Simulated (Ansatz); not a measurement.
ZrN:
```cif
data_NZr
_chemical_formula_sum 'Zr1 N1'
_space_group_name_H-M_alt 'P 1'
_space_group_IT_number 1
_cell_length_a 3.19979
_cell_length_b 3.19979
_cell_length_c 3.19979
_cell_angle_alpha 60.000
_cell_angle_beta 60.000
_cell_angle_gamma 60.000
loop_
_space_group_symop_operation_xyz
  'x, y, z'
loop_
_atom_site_label
_atom_site_type_symbol
_atom_site_fract_x
_atom_site_fract_y
_atom_site_fract_z
_atom_site_occupancy
Zr1 Zr 0.50000 0.50000 0.50000 1
N1 N 0.00000 0.00000 0.00000 1
```

Relaxed with LDA.

Problem. Decompose the optical modes at the zone centre into irreducible representations, and say which are infrared and Raman allowed.

Solution. Point group m-3m: Γ_opt = T1u. Infrared: T1u. Raman: none.

Problem. Assign frequencies (DFPT, plane-wave PAW LDA (Ansatz code)).

Solution. T1u 512 cm⁻¹.

Space group Fm-3m (rock salt). The LDA relaxation kept the symmetry of its start; of distortions, only those at the zone centre were tested. No spin polarisation was allowed. With an odd number of electrons in the cell and no spin polarisation, the count alone makes it a metal. As this level gives no gap, phonon frequencies hold no LO–TO term and depend on the k-mesh and smearing (Fermi–Dirac, 0.1 eV here).

Potentials: the earlier of the program's two PAW sets.
